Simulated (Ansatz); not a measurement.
Calculated with Ansatz: WCl2, settings compared

Run with:

```bash
ansatz run input.yaml --threads 1 --pin off --max-ram 2560MiB --backend cpu --events-out ev --progress --plain --runs-dir out
```

Input:

```yaml
crystal:
  lattice:
    - [1.833195, 3.175182, 0.0]
    - [-1.833195, 3.175182, 0.0]
    - [-1.833195, 1.058391, 6.010644]
  atoms:
    - { symbol: W, position: [0.0, 0.0, 0.0] }
    - { symbol: Cl, position: [0.25, 0.5, 0.75] }
    - { symbol: Cl, position: [0.75, 0.5, 0.25] }
  symmetry: { tolerance: 0.0003 }
kpoints:
  mp_grid: { grid: [6, 6, 6], shift: [0, 0, 0] }
magnetization:
  spin_polarized: false
scf:
  occupations: { method: fermi_dirac }
hamiltonian:
  pseudopotentials: { kind: paw }
  xc: pbesol
basis:
  ecutwfc: 420
output:
  forces: true
  stress: true
  eigenvalues: true
  write_density: true
  write_potential: true
  elf: true
  volumetric_format: npy
relax:
  max_steps: 40
  cell: {}
```

Origin of the cell: a known structure type with other elements, at an estimated volume, so it need not be a known compound.

The smearing width isn't typed, so it takes its default of 0.1 eV.

Output of this run (shortened):

```
Warning: crystal.lattice misses the space group found at crystal.symmetry.tolerance 3.0e-4 in a digit that the deck types, which is why this is a warning: making the lattice exact moves one o […]
Pseudopotentials: kind: paw
Pseudopotential: W, paw, valence charge 14, recommended cutoff 420 eV (normal), W.paw.azcp
Pseudopotential: Cl, paw, valence charge 7, recommended cutoff 420 eV (normal), Cl.paw.azcp
Functional definition: PBEsol
  exchange = pbesol_x
  correlation = pbesol_c
Crystal: 3 atoms, lattice volume = 69.973 Å³
Basis set: ecut = 420 eV, 1401 PW (Γ), exchange–correlation on 50×50×90 points (8 copies of the dense FFT grid, shifted against one another)
Bands: 18, of which v1, the nominal top of the filled ones, is band 14 counted from 1 (13 counted from 0)
Symmetry: 12 space group operations
Space group: R-3m (ITA 166), of the structure as read, at distance tolerance 1.2e-3 Å
k-points: 32 of 216
[… 5 lines left out …]
Initial density: superposition of atomic densities (neutral atoms: chi_scale 0, normalization atom), corrected by the library's trained network
Functional: x = pbesol(κ = 0.804, μ = 0.123457), c = pbesol(β = 0.046)
SCF iter   1: F=—  HF=-12377.406942 eV  Δρ=6.78e-3  dr2=7.31e-2
SCF iter   2: F=—  HF=-12377.393371 eV  Δρ=3.14e-3  dr2=4.47e-3
SCF iter   3: F=—  HF=-12377.392341 eV  Δρ=1.26e-3  dr2=1.57e-3
SCF iter   4: F=—  HF=-12377.392057 eV  Δρ=4.89e-4  dr2=2.61e-4
SCF iter   5: F=—  HF=-12377.392002 eV  Δρ=1.03e-4  dr2=1.15e-5
SCF iter   6: F=—  HF=-12377.392008 eV  Δρ=2.54e-5  dr2=6.20e-7
SCF iter   7: F=-12377.392008 eV  HF=-12377.392008 eV  Δρ=7.93e-6  dr2=5.50e-8
relax step   1: F+E_penalty+E_count = -12377.392008 eV  Δ(F+E_penalty+E_count) = +0.000e0 eV  max|allowed force component| = 1.171e0 eV/Å  Δτ_max = 0.0000 Å  P = -14.397 GPa  Ω = 69.973 Å³  ( […]
relax step   2: F+E_penalty+E_count = -12378.060148 eV  Δ(F+E_penalty+E_count) = -6.681e-1 eV  max|allowed force component| = 2.998e-1 eV/Å  Δτ_max = 0.0627 Å  P = -5.555 GPa  Ω = 62.826 Å³ […]
relax step   3: F+E_penalty+E_count = -12378.470564 eV  Δ(F+E_penalty+E_count) = -4.104e-1 eV  max|allowed force component| = 5.913e-1 eV/Å  Δτ_max = 0.0759 Å  P = -2.064 GPa  Ω = 57.259 Å³ […]
relax step   4: F+E_penalty+E_count = -12378.822789 eV  Δ(F+E_penalty+E_count) = -3.522e-1 eV  max|allowed force component| = 8.579e-2 eV/Å  Δτ_max = 0.1153 Å  P = -1.588 GPa  Ω = 52.818 Å³ […]
relax step   5: F+E_penalty+E_count = -12378.860736 eV  Δ(F+E_penalty+E_count) = -3.795e-2 eV  max|allowed force component| = 1.138e-1 eV/Å  Δτ_max = 0.0192 Å  P = +2.656 GPa  Ω = 51.793 Å³ […]
[… 3 lines left out …]
relax step   9: F+E_penalty+E_count = -12378.890721 eV  Δ(F+E_penalty+E_count) = -1.977e-5 eV  max|allowed force component| = 4.026e-4 eV/Å  Δτ_max = 0.0033 Å  P = +0.005 GPa  Ω = 55.936 Å³ […]
relax step  10: F+E_penalty+E_count = -12378.891219 eV  Δ(F+E_penalty+E_count) = -4.974e-4 eV  max|allowed force component| = 8.809e-4 eV/Å  Δτ_max = 0.0000 Å  P = +0.037 GPa  Ω = 55.936 Å³  stress off target by 1.16e-1 GPa […]
relax step  11: F+E_penalty+E_count = -12378.891359 eV  Δ(F+E_penalty+E_count) = -1.407e-4 eV  max|allowed force component| = 9.443e-4 eV/Å  Δτ_max = 0.0100 Å  P = +0.014 GPa  Ω = 56.310 Å³ […]
relax step  12: F+E_penalty+E_count = -12378.891361 eV  Δ(F+E_penalty+E_count) = -1.470e-6 eV  max|allowed force component| = 3.684e-4 eV/Å  Δτ_max = 0.0042 Å  P = +0.004 GPa  Ω = 56.471 Å³ […]
relax step  13: F+E_penalty+E_count = -12378.891429 eV  Δ(F+E_penalty+E_count) = -6.808e-5 eV  max|allowed force component| = 3.586e-4 eV/Å  Δτ_max = 0.0000 Å  P = +0.004 GPa  Ω = 56.471 Å³  stress off target by 9.66e-3 GPa […]
SCF 13 converged in 4 iterations: F = -12378.891429 eV  dr2 = 6.62e-12
basis re-selected at this cell: Δ(F+E_penalty+E_count) = -6.808e-5 eV, ΔP = +0.000 GPa vs the last step (what re-selecting the basis moved, of the pressure what is left beyond the Pulay corre […]
SCF converged after 4 iterations
Free energy (F): -12378.891429 eV
Harris-Foulkes:  -12378.891429 eV  (|F-HF|=1.82e-12)
Internal energy: -12378.838648 eV  (E = F + TS)
E sigma→0 (E₀):  -12378.865039 eV
Entropy (-TS):   -0.052781 eV (-17.594 meV/atom)
Fermi energy:    11.906972 eV
--- Per-component energies (eV) ---
  E_band       = -213.244080
  E_kinetic    = 777.287298
  E_local      = -2209.700811  (includes V_loc(G=0)·N_el)
  E_nonlocal   = 62.590197
  E_hartree    = 880.691772
  E_xc         = -477.553504
  E_vxc        = -482.059208  (∫ρ·V_xc dr)
  E_paw        = -9720.252575  (= ΣΔE_a)
  E_vpaw       = -122.745306  (= ΣTr[D̂ρ^β])
  E_aug_tail   = 0.000128  (compensation charges beyond the density's cutoff)
  E_ewald      = -1692.279808
  E_core_change = 0.378656  (= ΣΔE_core)
  E_smearing   = -0.052781  (= −TS)
  Σ components = -12378.891429   (vs F -12378.891429, Δ=0.00e0)
--- Forces (eV/Å), atoms counted from 1 ---
  atom   1  W     -0.000000     0.000000     0.000000
  atom   2  Cl    -0.000000     0.000000    -0.000359
  atom   3  Cl     0.000000    -0.000000     0.000359
  max |Σ_I F_I| component: 1.16e-18 eV/Å
--- Stress (GPa, compression-positive) ---
        0.001896      -0.000000       0.000000
       -0.000000       0.001896      -0.000000
        0.000000      -0.000000       0.009664
  P = ⅓ Tr σ = 0.0045 GPa (0.045 kbar)
--- Relaxed structure (11 steps of the walk, 11 accepted, 2 SCFs on fresh bases) ---
  F+E_penalty+E_count = -12378.891429 eV   max|allowed force component| = 3.586e-4 eV/Å   (the final SCF, on the basis selected at the relaxed cell)
  cell:  # Å, volume = 56.4714 Å³
    - [1.534287, 2.657463, 6.631e-7]
    - [-1.534287, 2.657463, 6.631e-7]
    - [-1.534287, 0.885819, 6.925073]
  atoms:
    - { symbol: W, position: [0.0, 0.0, 0.0] }
    - { symbol: Cl, position: [0.250166, 0.499669, 0.750497] }
    - { symbol: Cl, position: [0.749834, 0.500331, 0.249503] }
```

The same input was run again with these changes:

1. `hamiltonian.xc` pbesol → lda
2. `scf.lower_state_search` default → full; `hamiltonian.hubbard` default → { sites: [{ species: W, l: d, u_eff: 4.0 }], double_counting: amf }
3. `hamiltonian.xc` pbesol → lda; `scf.mixing.algorithm` default → broyden; `scf.mixing.beta` default → 0.5
4. `scf.occupations.width` default → 0.005; `basis.ecutwfc` 420 → "400 eV"; `scf.initial_density.chi_scale` default → 0.1

```
 run        end  SCF iterations  volume (Å³/atom)  max force component (eV/Å)  moment (μB)  ΔE(σ→0) (meV/atom)
base  converged              79             18.82                       0.000            –                   0
   1  converged              60             17.40                       0.002            –                   –
   2  converged              56             23.41                       0.000            –                   –
   3  converged              63             17.40                       0.002            –                   –
   4  converged              99             18.55                       0.000            –                3.92
```

Energies are compared only where functional, datasets, charge and starting cell are the same.

Caveats of the base run: no moments, though an odd count or open d shells may carry them; no spin-orbit coupling, though heavy elements are present; the k mesh is coarse if the cell is a metal; the relaxation held the start's symmetry, so the end may be a saddle point.

Run 2: the end state was compared with a single point and may differ.
Run 4: the cutoff lies below the datasets' advice.

The base run ran for 36 s on 1 thread of Arm Neoverse V2 (shared host), peak memory 0.35 GiB, from the program's own first density.
